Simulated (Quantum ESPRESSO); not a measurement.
MgAlGaS4, convergence and cost over cutoff and k mesh

Computed values, not a measurement. The program is pw.x of Quantum ESPRESSO 7.5 (plane-wave density functional theory). The cell is made up: 7 atoms on a zincblende/diamond lattice with one site empty, with randomly drawn elements, strain and displacements, not relaxed. PseudoDojo standard norm-conserving files (v0.5 for PBE, v0.4.1 for LDA and PBEsol) set the functional; there is no spin polarisation, spin-orbit coupling or dispersion term, and the masses in the input are unused placeholders.

Input of the run in row 4:

```
&control calculation='scf', pseudo_dir='./dojo.nc.sr.pbe.v0_5.standard.upf', outdir='./o', disk_io='medium', tprnfor=.true., tstress=.true. /
&system ibrav=0, nat=7, ntyp=4, nbnd=31, ecutwfc=84.00895049, nosym=.true., tot_charge=0,
 occupations='smearing', smearing='fd', degauss=0.0018374661
/
&electrons conv_thr=7.350e-09, electron_maxstep=60, /
ATOMIC_SPECIES
Al 1.0 Al.upf
Ga 1.0 Ga.upf
Mg 1.0 Mg.upf
S 1.0 S.upf
CELL_PARAMETERS angstrom
5.4868 0.0329 -0.0047
0.0329 5.4958 0.013
-0.0047 0.013 5.5672
ATOMIC_POSITIONS angstrom
Mg 0.0049 0.0021 -0.0201
Al 0.0681 2.8031 2.8266
Ga 2.7765 2.6901 0.0702
S 1.3871 1.4145 1.3571
S 1.3796 4.2572 4.1476
S 4.0915 1.476 4.17
S 4.1391 4.2226 1.3881
K_POINTS automatic
4 4 4 1 1 1
```

The same cell was run at these settings. Meshes are shifted by half a step, and differences are from the last row, which is itself not exact.

| cutoff (eV) | k mesh | k points solved | threshold (eV) | free energy less the last row's (eV) | pressure (GPa) | largest stress difference (GPa) | largest force difference (eV/Å) | iterations | wall time (s) | k-point pools | processor |
| --- | --- | --- | --- | --- | --- | --- | --- | --- | --- | --- | --- |
| 800 | 2 x 2 x 2 | 4 | 1e-04 | 1.656 | -16.39 | 13.31 | 0.044 | 7 | 28 | 1 | AMD EPYC, Zen 5 class |
| 1143 | 1 x 1 x 1 | 1 | 1e-07 | 3.634 | 1.45 | 5.23 | 0.438 | 10 | 57 | 1 | AMD EPYC, Zen 5 class |
| 757 | 4 x 4 x 4 | 32 | 1e-07 | 3.131 | -26.93 | 23.83 | 0.014 | 10 | 205 | 1 | AMD EPYC, Zen 5 class |
| 1143 | 4 x 4 x 4 | 32 | 1e-07 | 0.001 | -3.11 | 0.00 | 0.004 | 10 | 447 | 1 | AMD EPYC, Zen 5 class |
| 1437 | 6 x 6 x 6 | 108 | 1e-07 | 0.000 | -3.11 | 0.00 | 0.000 | 10 | 1900 | 1 | AMD EPYC, Zen 5 class |

Each pool is one process. Wall times include start-up and a band step at six k points, which weighs most on the coarsest meshes. The runs were on shared virtual cores whose load varied, so times are rough.